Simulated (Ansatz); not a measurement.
**WI₂O₂: a ladder of calculations**

Cell of run 1: a structure deposited in the COD, taken as it stands.

```
W I O
1.0
    -1.87420    1.95245    8.31415
     1.87420   -1.95245    8.31415
     1.87420    1.95245   -8.31415
W I O
1 2 2
Direct
  0.00000 0.00000 0.00000
  0.16072 0.16072 0.00000
  0.83928 0.83928 0.00000
  0.50000 0.00000 0.50000
  0.00000 0.50000 0.50000
```

Atom numbers follow the list; atoms alike are taken as one site, whose name carries the number of the first.

Relaxed positions (PBE, cell held):

```
CELL_PARAMETERS angstrom
-1.87420 1.95245 8.31415
1.87420 -1.95245 8.31415
1.87420 1.95245 -8.31415
ATOMIC_POSITIONS crystal
W 0.00000 0.00000 0.00000
I 0.16288 0.16288 0.00000
I 0.83712 0.83712 0.00000
O 0.50000 0.00000 0.50000
O 0.00000 0.50000 0.50000
```

All runs are DFT with Ansatz 0.2.0 (plane waves and PAW, scalar-relativistic unless spin–orbit coupling is named, Γ-centred meshes, Fermi–Dirac smearing where given) in this cell.

Run 1: PBE, atoms as given; 420 eV, 12×12×12 k-points, smearing 0.05 eV.
Run 2: PBE, atoms relaxed; 420 eV, 12×12×12 k-points, smearing 0.05 eV.
Run 3: r2SCAN, at the relaxed atoms; 500 eV, 12×12×12 k-points, smearing 0.05 eV.

Problem. What does each run give, and what moves the gradients most?

Solution. 

```
run   W V_zz (η)   I V_zz (η)   O4 V_zz (η)   O5 V_zz (η)
  1  47.4 (0.81)  24.0 (0.37)  -4.71 (0.13)  -2.92 (0.77)
  2  51.1 (0.76)  26.2 (0.36)  -4.84 (0.06)  -3.03 (0.83)
  3  51.7 (0.75)  28.0 (0.28)  -5.00 (0.15)  -3.16 (0.68)
```

V_zz in 10²¹ V/m². Against run 1, the gradient tensors on these sites move by at most 3.73 in run 2 (W), 4.33 in run 3 (W). Taken one at a time, the positions of the atoms (as given or relaxed) move the tensors on these sites by up to 3.73 (largest principal value of the change, on W), the functional (r2SCAN with its higher cutoff) by 1.73 (I).

Without spin–orbit coupling the gradients at and beside I and W can be off by some per cent, at some sites by more. With these PAW files V_zz is typically within 2 to 3 % of all-electron values, but misses above 10 % occur on I. Semilocal functionals make gaps too small and can close them, so the real compound need not be a metal. In runs 1, 2, 3 there is no gap above 0.1 eV, so the gradients can move by 10 % or more with the k-mesh. In run 1 the atoms aren't at the calculated equilibrium (largest force 0.40 eV/Å).
